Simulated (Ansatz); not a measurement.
CdTe (zinc blende)

```yaml
crystal:
  lattice:
    - [0.00000, 3.27881, 3.27881]
    - [3.27881, 0.00000, 3.27881]
    - [3.27881, 3.27881, 0.00000]
  atoms:
    - { symbol: Te, position: [0.75000, 0.75000, 0.75000] }
    - { symbol: Cd, position: [0.00000, 0.00000, 0.00000] }
```

E(V) scan at fixed shape, V₀ the volume above. Symmetry pins the atoms to their sites.

All values below come from r2SCAN (plane waves to 500 eV, PAW, scalar-relativistic; Ansatz, a program for electronic structure). k mesh 9×9×9 (Γ-centred), Fermi-Dirac smearing 0.05 eV. Compression counts positive. CdTe was relaxed with its symmetry unable to fall. Spin-orbit coupling is left out, though Te is heavy.

At one point of the scan the stress tensor (GPa) is:

```
   -4.2      0.0      0.0
    0.0     -4.2      0.0
    0.0      0.0     -4.2
```

Problem. Which point is it?
A. V/V₀ = 1.120
B. V/V₀ = 1.040
C. V/V₀ = 1.080
D. V/V₀ = 1.160

Solution. D, V/V₀ = 1.160

(Under strain, the slope of the energy per volume gives the stress and its curvature an elastic modulus.)
